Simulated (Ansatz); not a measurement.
LiPb: axial (c/a) deformation path

All numbers below come from DFT r2SCAN, scalar-relativistic, plane waves, PAW (Ansatz). Cutoff 500 eV, Γ-centred 18×18×18 k-points, Gaussian smearing of 0.15 eV. Spin–orbit coupling is left out, which can shift energies with elements as heavy as these. No spin polarisation. Energies are free energies at this smearing, counted from the undisturbed cell; pressure is positive in compression.

The starting cell (as given, not relaxed at this level; it stands at 0.0 GPa, and it needn't be the usual structure):

```
Li Pb
1.0
     2.49350    1.43962    2.06267
    -2.49350    1.43962    2.06267
     0.00000   -2.87925    2.06267
Li Pb
1 1
Direct
  0.50000 0.50000 0.50000
  0.00000 0.00000 0.00000
```

At fixed volume and fractional coordinates, lengths along (0.000, 0.000, 1.000) are scaled against those across it; ρ is that ratio over its starting value. The cell is metallic on the mesh throughout. At ρ = 0.987 the cell becomes cubic (Pm-3m), and there the slope of the energy vanishes by symmetry.

| ρ | ΔE (meV/atom) |
| --- | --- |
| 0.800 | 96.6 |
| 0.850 | 42.9 |
| 0.920 | 7.9 |
| 0.960 | 0.9 |
| 1.000 | 0.0 |
| 1.050 | 4.9 |
| 1.100 | 14.9 |
| 1.200 | 47.4 |
| 1.300 | 90.5 |

Predict the pressure (GPa) at each point.

| ρ | pressure (GPa) |
| --- | --- |
| 0.800 | 1.3 |
| 0.850 | 0.6 |
| 0.920 | 0.1 |
| 0.960 | 0.0 |
| 1.000 | 0.0 |
| 1.050 | 0.1 |
| 1.100 | 0.1 |
| 1.200 | 0.4 |
| 1.300 | 0.7 |